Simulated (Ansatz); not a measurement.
TePb:
```cif
data_Pb4Te4
_chemical_formula_sum 'Te4 Pb4'
_space_group_name_H-M_alt 'Fm-3m'
_space_group_IT_number 225
_space_group_name_Hall '-F 4 2 3'
_cell_length_a 6.50774
_cell_length_b 6.50774
_cell_length_c 6.50774
_cell_angle_alpha 90.000
_cell_angle_beta 90.000
_cell_angle_gamma 90.000
loop_
_atom_site_label
_atom_site_type_symbol
_atom_site_symmetry_multiplicity
_atom_site_Wyckoff_symbol
_atom_site_fract_x
_atom_site_fract_y
_atom_site_fract_z
_atom_site_occupancy
Te1 Te 4 b 0.50000 0.50000 0.50000 1
Pb1 Pb 4 a 0.00000 0.00000 0.00000 1
```
(The calculation used a cell of 2 atoms; values per cell refer to that cell.)

Relaxed with r²SCAN+D4.

Task: Which orbitals make up the states near the band edges in the program Ansatz at the r²SCAN+D4 level (PAW)?

Result: Top 1 eV of the valence band: Te 5p 75 %, Pb 6s 13 %, Pb 6p 10 %. Bottom 1 eV of the conduction band: Pb 6p 79 %, Te 5s 9 %, Te 5p 8 %. Projections are on Löwdin-orthogonalised atomic valence shells; empty p or d shells of many metals are not among them.

Task: Tabulate the density of states.

Result: States/eV per cell of 2 atoms, in 0.25 eV bins, energy from the valence-band maximum.

```tsv
E (eV)	total	Te 5p	Pb 6p	Pb 6s
-7.89	1.28	0.17	0.02	0.95
-7.64	1.03	0.11	0.01	0.74
-7.39	0.57	0.07	0.01	0.37
-7.14	0.36	0.05	0.00	0.23
-6.89	0.25	0.03	0.00	0.15
-6.64	0.18	0.02	0.00	0.11
-6.39	0.13	0.01	0.00	0.08
-6.14	0.08	0.00	0.00	0.05
-5.89	0.04	0.00	0.00	0.02
-5.64	0.00	0.00	0.00	0.00
-5.39	0.00	0.00	0.00	0.00
-5.14	0.00	0.00	0.00	0.00
-4.89	0.00	0.00	0.00	0.00
-4.64	0.00	0.00	0.00	0.00
-4.39	0.18	0.10	0.08	0.00
-4.14	0.43	0.24	0.18	0.01
-3.89	0.69	0.39	0.28	0.01
-3.64	0.75	0.43	0.29	0.01
-3.39	1.02	0.60	0.39	0.02
-3.14	1.23	0.74	0.44	0.02
-2.89	1.59	1.00	0.54	0.03
-2.64	1.86	1.20	0.59	0.03
-2.39	1.84	1.22	0.55	0.04
-2.14	1.86	1.27	0.51	0.05
-1.89	1.85	1.30	0.46	0.05
-1.64	1.96	1.43	0.42	0.07
-1.39	2.02	1.53	0.36	0.08
-1.14	1.85	1.46	0.25	0.10
-0.89	1.40	1.04	0.18	0.14
-0.64	2.24	1.69	0.22	0.28
-0.39	1.15	0.85	0.09	0.18
-0.14	0.07	0.05	0.00	0.02
0.11	0.00	0.00	0.00	0.00
0.36	0.00	0.00	0.00	0.00
0.61	0.00	0.00	0.00	0.00
0.86	0.00	0.00	0.00	0.00
1.11	0.01	0.00	0.01	0.00
1.36	0.19	0.01	0.13	0.00
1.61	1.02	0.07	0.80	0.01
1.86	2.02	0.15	1.62	0.01
2.11	1.79	0.19	1.41	0.01
2.36	1.49	0.22	1.11	0.02
2.61	1.34	0.25	0.96	0.02
2.86	1.24	0.26	0.86	0.02
3.11	1.21	0.28	0.81	0.01
3.36	1.22	0.30	0.79	0.01
3.61	1.31	0.33	0.81	0.01
3.86	1.87	0.40	0.93	0.01
4.11	1.86	0.44	1.01	0.01
4.36	1.60	0.41	0.84	0.01
4.61	1.60	0.41	0.75	0.01
4.86	1.28	0.36	0.63	0.01
5.11	1.28	0.33	0.58	0.00
5.36	1.34	0.31	0.54	0.00
5.61	1.45	0.30	0.51	0.00
5.86	1.44	0.24	0.39	0.00
```

Symmetry was held in the r²SCAN+D4 relaxation. Scalar-relativistic: spin–orbit coupling is off unless named, which matters more the heavier the elements.

Potentials: the later of the program's two PAW sets.
